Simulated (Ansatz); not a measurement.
Relaxed-ion elastic tensor of NaF (rock salt, Fm-3m) in GPa (Voigt order), the program Ansatz at the r²SCAN level (PAW); density 2.87 g/cm³, 12.13 Å³ per atom.

```json
[
 {"": "1", "1": "119", "2": "22.3", "3": "22.3", "4": "0.0", "5": "0.0", "6": "0.0"},
 {"": "2", "1": "22.3", "2": "119", "3": "22.3", "4": "0.0", "5": "0.0", "6": "0.0"},
 {"": "3", "1": "22.3", "2": "22.3", "3": "119", "4": "0.0", "5": "0.0", "6": "0.0"},
 {"": "4", "1": "0.0", "2": "0.0", "3": "0.0", "4": "28.8", "5": "0.0", "6": "0.0"},
 {"": "5", "1": "0.0", "2": "0.0", "3": "0.0", "4": "0.0", "5": "28.8", "6": "0.0"},
 {"": "6", "1": "0.0", "2": "0.0", "3": "0.0", "4": "0.0", "5": "0.0", "6": "28.8"}
]
```

**Question.** Is the crystal mechanically stable?

**Answer.** Yes: the smallest eigenvalue of C is 28.8 GPa.

**Question.** Work out the Voigt, Reuss and Hill averages.

**Answer.** K_V = 54.5, K_R = 54.5, K_H = 54.5; G_V = 36.6, G_R = 34.4, G_H = 35.5 GPa.

**Question.** Give Young's modulus, Poisson's ratio, Pugh's ratio and the universal anisotropy index.

**Answer.** E = 9KG/(3K + G) = 87.5 GPa; ν = 0.23; K/G = 1.54 (brittle by the Pugh limit of 1.75); A_U = 5G_V/G_R + K_V/K_R − 6 = 0.33.

**Question.** Estimate the sound speeds and the Debye temperature.

**Answer.** v_l = √((K + 4G/3)/ρ) = 5950 m/s, v_t = √(G/ρ) = 3510 m/s, mean 3890 m/s; Θ = (h/k)(3n/4πV)^(1/3) v_m = 505 K.

**Question.** Give the Zener ratio and Young's modulus along [100], [110] and [111].

**Answer.** A = 2C44/(C11 − C12) = 0.59; 1/E = S11 − 2(S11 − S12 − S44/2)Γ with Γ = 0, 1/4, 1/3 gives 112, 80.4, 73.4 GPa.

**Question.** Solve the Christoffel equation for the three sound speeds along [100], [110], [111].

**Answer.** Eigenvalues of C_ijkl n_j n_l equal ρv². In km/s, slowest first: [100] 3.16, 3.16, 6.44; [110] 3.16, 4.10, 5.88; [111] 3.82, 3.82, 5.69.

The r²SCAN relaxation kept the symmetry of its start.

Potentials: the earlier of the program's two PAW sets. The files were generated under PBE; for other functionals the program regenerates the frozen cores, and for LDA and PBEsol the local potential too.
